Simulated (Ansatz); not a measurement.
Sr (fcc, Cu type)

```
Sr
1.0
    0.00000     6.02892     6.02892
    3.01446     3.01446     6.02892
    3.01446     3.01446     0.00000
Sr
2
Cartesian
  0.00000   0.00000   0.00000
  3.01446   6.02892   3.01446
```

A phonon eigenvector at X = (0.5, 0.5, 0.0) is frozen into this cell: atom i moves by Q times the vector below, so Q is the largest atomic displacement, in Å. The cell is held. It is one choice among 2 degenerate patterns. (q is in reciprocal vectors of the primitive cell; the cell shown is doubled to hold the pattern.)

```json
[
 {"atom": "Sr1", "x": "0.000", "y": "1.000", "z": "0.000"},
 {"atom": "Sr2", "x": "0.000", "y": "-1.000", "z": "0.000"}
]
```

Calculation: PBE (plane waves to 420 eV, PAW, scalar-relativistic; Ansatz, a first-principles code). k mesh 13×13×13 (Γ-centred), Fermi-Dirac smearing 0.05 eV. E stands for the smeared free energy. With partly filled bands, energies and forces of such displacements shift with the k mesh and the smearing. Sr was relaxed with its symmetry unable to fall. ΔE is measured from the undisplaced structure. The last digit holds for this mesh only.

| Q (Å) | ΔE (meV/cell) |
|---|---|
| -0.2800 | 151.8 |
| -0.2333 | 105.5 |
| -0.1867 | 67.5 |
| -0.1400 | 38.0 |
| -0.0933 | withheld |
| -0.0467 | 4.2 |
| 0.0000 | 0.0 |
| 0.0467 | 4.2 |
| 0.0933 | withheld |
| 0.1400 | 38.0 |
| 0.1867 | 67.5 |
| 0.2333 | 105.5 |
| 0.2800 | 151.8 |

### Question
Fit an even polynomial form (powers 2, 4) to the given rows and predict ΔE at Q = -0.0933.

### Answer
Least squares on the 11 given rows: ΔE = (1939)·Q² + (-34.07)·Q⁴, in meV/cell with Q in Å; root-mean-square residual 0.04 meV/cell. At -0.0933 the fit gives 16.9 meV/cell; the calculation gives 16.9 meV/cell, the same to the digits shown. The quadratic term alone would give 16.9 meV/cell.

(For displaced atoms, the force is minus the slope of the energy, and its curvature is a force constant, which sets phonon frequencies.)
